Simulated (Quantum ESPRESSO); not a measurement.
GeAlSiO5F, convergence and cost over cutoff and k mesh

Simulated, not a measurement. The program is pw.x of Quantum ESPRESSO 7.5 (plane-wave density functional theory). The cell is made up: 9 atoms on a corundum lattice with one site empty, with randomly drawn elements, strain and displacements, not relaxed. PseudoDojo standard norm-conserving files (v0.5 for PBE, v0.4.1 for LDA and PBEsol) set the functional; there is no spin polarisation, spin-orbit coupling or dispersion term, and the masses in the input are unused placeholders.

Input of the run in row 2:

```
&control calculation='scf', pseudo_dir='./dojo.nc.sr.pbe.v0_5.standard.upf', outdir='./o', disk_io='medium', tprnfor=.true., tstress=.true. /
&system ibrav=0, nat=9, ntyp=5, nbnd=35, ecutwfc=84.00895049, nosym=.true., tot_charge=0,
 occupations='smearing', smearing='fd', degauss=0.0018374661
/
&electrons conv_thr=7.350e-09, electron_maxstep=60, /
ATOMIC_SPECIES
Al 1.0 Al.upf
F 1.0 F.upf
Ge 1.0 Ge.upf
O 1.0 O.upf
Si 1.0 Si.upf
CELL_PARAMETERS angstrom
2.3702 1.3887 4.3165
-2.4535 1.4266 4.3504
-0.0088 -2.816 4.3336
ATOMIC_POSITIONS angstrom
Ge -0.0172 -0.0093 1.9107
Al 0.0395 -0.0464 8.4474
Si -0.093 0.0328 11.0229
O -1.0062 1.3578 7.5186
O -0.8212 -1.5512 7.5924
O 1.5077 -0.0204 7.5067
F 0.7986 -1.5136 5.3465
O 0.6461 1.6513 5.4312
O -1.7527 -0.1874 5.5061
K_POINTS automatic
6 5 5 1 1 1
```

The same cell was run at these settings. Meshes are shifted by half a step, and differences are from the last row, which is itself not exact.

| cutoff (eV) | k mesh | k points solved | threshold (eV) | free energy less the last row's (eV) | pressure (GPa) | largest stress difference (GPa) | largest force difference (eV/Å) | iterations | wall time (s) | k-point pools | processor |
| --- | --- | --- | --- | --- | --- | --- | --- | --- | --- | --- | --- |
| 800 | 2 x 2 x 2 | 4 | 1e-04 | 1.670 | -31.75 | 26.13 | 0.056 | 8 | 26 | 1 | AMD EPYC, Zen 5 class |
| 1143 | 6 x 5 x 5 | 75 | 1e-07 | 0.002 | -6.12 | 0.03 | 0.000 | 11 | 691 | 1 | AMD EPYC, Zen 5 class |
| 1437 | 8 x 7 x 7 | 196 | 1e-07 | 0.000 | -6.09 | 0.00 | 0.000 | 11 | 3140 | 1 | AMD EPYC, Zen 5 class |

Each pool is one process. Wall times include start-up and a band step at six k points, which weighs most on the coarsest meshes. The runs were on shared virtual cores whose load varied, so times are rough.